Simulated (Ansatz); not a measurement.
TiP2S6 in space group Fdd2 (No. 43; Pearson symbol oF72), plane-wave PAW PBE (Ansatz code), all energies at zero smearing, with the estimated change up to a 700 eV cutoff added, with one set of potentials and settings (totals compare only within such a set). Cell of 18 atoms (2 Ti, 4 P, 12 S): -18857.602 eV.

```tsv
element	reference phase	E (eV/atom)
Ti	P6/mmm, 3 atoms in the cell	-2499.6739
P	Cmce, 4 atoms in the cell	-755.6743
S	Fddd, 32 atoms in the cell	-902.0599
```

Formation energy per atom, worked out: (-18857.602 − 2×(-2499.6739) − 4×(-755.6743) − 12×(-902.0599))/18 = -0.602 eV/atom (-58 kJ per mol of atoms), at 0 K, without zero-point energy or fitted corrections.

The workflow started from a Materials Project entry (that database holds measured and hypothetical structures alike); the Crystallography Open Database files this formula in space group No. 43, but the cells were not matched. Whether it is the stable phase at ambient conditions was not checked. Symmetry was held in the PBE relaxation; whether a distortion lowers the energy is not shown. No spin polarisation was allowed. The references are the lowest solids computed at this level, not always the standard phases.

Potentials: the later of the program's two PAW sets.
